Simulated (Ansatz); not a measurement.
## Magnetic orders of CoGe$_{3}$

Computed with Ansatz 0.2.0, DFT r2SCAN, scalar-relativistic, plane waves, PAW.

```
CELL_PARAMETERS angstrom
3.92579 0.00000 0.00000
0.00000 3.92579 0.00000
0.00000 0.00000 3.92579
ATOMIC_POSITIONS crystal
Ge 0.00000 0.50000 0.50000
Ge 0.50000 0.00000 0.50000
Ge 0.50000 0.50000 0.00000
Co 0.00000 0.00000 0.00000
```

```
plane-wave cutoff                               : 500 eV
Γ-centred k-mesh                                : 10×10×10
occupation rule                                 : Gaussian smearing, 0.1 eV
list of starting moments (μB, in atom order)    : 0 0 0 3.5
check for lower electronic states after the SCF : off
```

All runs keep this geometry, which isn't relaxed for the lowest state (largest force there 0.000 eV/Å, pressure 5.6 GPa) and needn't be a stable compound; relaxing each order would shift the differences by some 9 meV/atom, going by the pressures and a bulk modulus of about 150 GPa. A propagation vector, in units of the reciprocal vectors, doubles the cell, which takes an equally dense mesh. r2SCAN tends to overstate moments in metals. Site moments are spin moments in atom-centred spheres that scale with the neighbour distance. The states are those that the runs reached from these starts; a lower one can exist.

Starts tried: no spin; large parallel starting moments; antiferromagnetic, doubled cell, propagation vector (0, 0, 1/2). Which state comes out lowest, and what are the moments?

The lowest state is antiferromagnetic, reached from the start “antiferromagnetic, doubled cell, propagation vector (0, 0, 1/2)”, with site moments (μB) Co +1.68, Co -1.68.

| start | ends | energy above lowest (meV/atom) | site moments (μB) | gap on mesh (eV) | P (GPa) |
| --- | --- | --- | --- | --- | --- |
| no spin | non-magnetic | 71.8 | none over 0.05 | metal | 1.5 |
| large parallel starting moments | ferromagnetic | 21.3 | Co +1.57 | metal | 5.6 |
| antiferromagnetic, doubled cell, propagation vector (0, 0, 1/2) | antiferromagnetic | 0.00 | Co +1.68, Co -1.68 | metal | 5.6 |

Cost: 3 runs of about 5.5 core-minutes in all, on Intel Xeon Platinum 8259CL (Skylake/Cascade Lake) (shared hosts).